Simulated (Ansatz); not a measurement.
Structure: Al2BN3, ordered on the zincblende lattice (Imm2) with 6 atoms a cell, at its r2SCAN minimum. Around B lie 4 N at 1.57–1.72 Å; around N lie 2 B at 1.72 Å and 2 Al at 1.88 Å; around Al lie 4 N at 1.86–1.88 Å; around N lie 1 B at 1.57 Å and 3 Al at 1.86–1.88 Å.

Space group Imm2 (No. 44). a = 2.912 Å, b = 8.727 Å, c = 4.171 Å, α = 90.00°, β = 90.00°, γ = 90.00°
```csv
atom,site,symmetry,x,y,z
B,2a,mm2,0.0000,0.0000,0.0142
N,2b,mm2,0.5000,0.0000,0.7933
Al,4d,m..,0.5000,0.1628,0.4988
N,4d,m..,0.0000,0.1501,0.2225
```

The questions ask for values computed with the PAW code Ansatz on this geometry. No spin polarisation. The prototype was imposed, so other structures may be more stable.

Given (10×10×10 mesh): The PBE gap is indirect, 3.04 eV (Γ to X), below the direct gap of 3.26 eV at X.

(1) How does the gap change from PBE to r2SCAN (10×10×10)?

(2) Estimate the gap with HSE06 on 6×6×6.

(3) How does the gap change from PBE to PBE0 (6×6×6)?

Answers

(1) The r2SCAN gap is indirect, 3.60 eV (Γ to X), below the direct gap of 3.81 eV at X. The gap differs by +0.56 eV from PBE's.

(2) HSE06 gives an indirect gap of 4.27 eV, from Γ to X; the least direct gap is 4.48 eV at X. The gap differs by +1.23 eV from PBE's.

(3) With PBE0 the valence top lies at Γ and the conduction bottom at X, 5.01 eV higher; the smallest vertical gap, at X, is 5.22 eV. The gap differs by +1.97 eV from PBE's.
